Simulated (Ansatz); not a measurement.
Method: DFT PBE, scalar-relativistic, plane waves, PAW in Ansatz. All cells share a 420 eV cutoff and Γ-centred k meshes spaced about 0.3 Å⁻¹ or finer (0.25 for metals, 2π included). No spin polarisation.

Relaxed structures of BeSe3, with energies over the first row. Coordination counts Se atoms around Be (those within 1.25 times the shortest such distance or 1.15 times the sum of covalent radii).

```json
{"#": "1", "form": "P-42_1m", "sites": "Be 2a; Se 4e, 2c", "V (Å³/atom)": "25.9", "coordination": "Be 4", "ΔE (meV/atom)": "0"}
{"#": "2", "form": "P6_3/mmc", "sites": "Be 2d; Se 6h", "V (Å³/atom)": "38.8", "coordination": "Be 6", "ΔE (meV/atom)": "375"}
```

A further structure, relaxed alike:

```
CELL_PARAMETERS angstrom
3.61864 0.00000 0.00000
0.00000 3.61864 0.00000
0.00000 0.00000 17.50687
ATOMIC_POSITIONS crystal
Be 0.50000 0.50000 0.00000
Be 0.00000 0.00000 0.00000
Se 0.50000 0.00000 0.92252
Se 0.00000 0.50000 0.07748
Se 0.00000 0.50000 0.34385
Se 0.50000 0.00000 0.38496
Se 0.50000 0.00000 0.65616
Se 0.00000 0.50000 0.61504
```

Q: Where does it fall in the ranking, and at what energy?

A: It falls between rows 1 and 2, 58 meV/atom above row 1, with space group P4/nmm (No. 129) and 28.7 Å³/atom. Counting Se atoms around Be, this cell and row 1 both have Be 4. Row 1 holds Se–Se units of three or more atoms (shortest 2.39 Å); in this cell the shortest Se–Se distance is 2.66 Å, near bonding range too. Around Be lie 4 Se at 2.26 Å and 4 Be at 2.56 Å; around Se on its first site lie 4 Be at 2.26 Å; around Se on its second site lie 4 Se at 2.66 Å; Se on its third site is surrounded by 4 Se at 2.66 Å.

Weakly bound directions are ill-defined at this level, which has no dispersion term (P-42_1m, P4/nmm, P6_3/mmc), and this can change margins and order among such cells. With atoms moved at random, row 1 ended within 5 meV/atom of its own energy, in a cell of lower symmetry. With atoms moved at random, the further cell (by 14 meV/atom) fell into a lower structure. Row 2 had no clear such test and can be a saddle point.
